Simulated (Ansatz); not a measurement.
CuCl:
```xyz
2
Lattice="0.0000 2.6450 2.6450 2.6450 0.0000 2.6450 2.6450 2.6450 0.0000" Properties=species:S:1:pos:R:3 pbc="T T T"
Cu     0.0000     0.0000     0.0000
Cl     3.9675     3.9675     3.9675
```

x, y and z are the axes in which the lattice vectors are written.

Problem. Give the high-frequency dielectric tensor and the Born effective charge tensors of the independent atoms from DFPT, plane-wave PAW PBEsol (Ansatz code).

Solution. 
ε∞:
```
5.59  0.00  0.00
0.00  5.59  0.00
0.00  0.00  5.59
```
Z* of atom 1 (Cu), rows: field, columns: displacement, in e:
```
1.05  0.00  0.00
0.00  1.05  0.00
0.00  0.00  1.05
```
Z* of atom 2 (Cl), rows: field, columns: displacement, in e:
```
-1.05   0.00   0.00
 0.00  -1.05   0.00
 0.00   0.00  -1.05
```

Static charges for comparison (Bader): Cu1 +0.58, Cl2 -0.58 e. Born charges measure polarisation by displacement and can exceed these by far.

Space group F-43m (zinc blende). Symmetry was held in the PBEsol relaxation. No spin polarisation was allowed.

Potentials: the later of the program's two PAW sets.
